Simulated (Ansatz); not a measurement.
Cd: field gradients at two levels of theory

Cell: a COD entry, taken as it stands.

```yaml
crystal:
  lattice:
    - [2.97887, 0.00000, 0.00000]
    - [-1.48944, 2.57978, 0.00000]
    - [0.00000, 0.00000, 5.61765]
  atoms:
    - { symbol: Cd, position: [0.33333, 0.66667, 0.25000] }
    - { symbol: Cd, position: [0.66667, 0.33333, 0.75000] }
```

Atom numbers follow the list; atoms alike are taken as one site, whose name carries the number of the first.

First run. Level of theory: DFT, PBE, plane waves and PAW, scalar-relativistic, 420 eV cutoff, Γ-centred 13×13×6 k-points, Fermi–Dirac smearing 0.05 eV (Ansatz 0.2.0).

| site | atom | V_zz (10²¹ V/m²) | η |
| --- | --- | --- | --- |
| Cd | 1 | 7.33 | 0.00 |

Second run. The same atoms and settings, except that spin–orbit coupling is included (fully relativistic PAW files).

Q: Given the first result, estimate the second.

A: 

```json
{"site": "Cd", "atom": "1", "V_zz": "7.37", "η": "0.00", "change of V_zz": "+0.04"}
```

The largest change of V_zz is on Cd, from 7.33 to 7.37.

With no gap above 0.1 eV, as in a metal, the gradients converge slowly in k; expect changes of a tenth or more on a denser mesh.
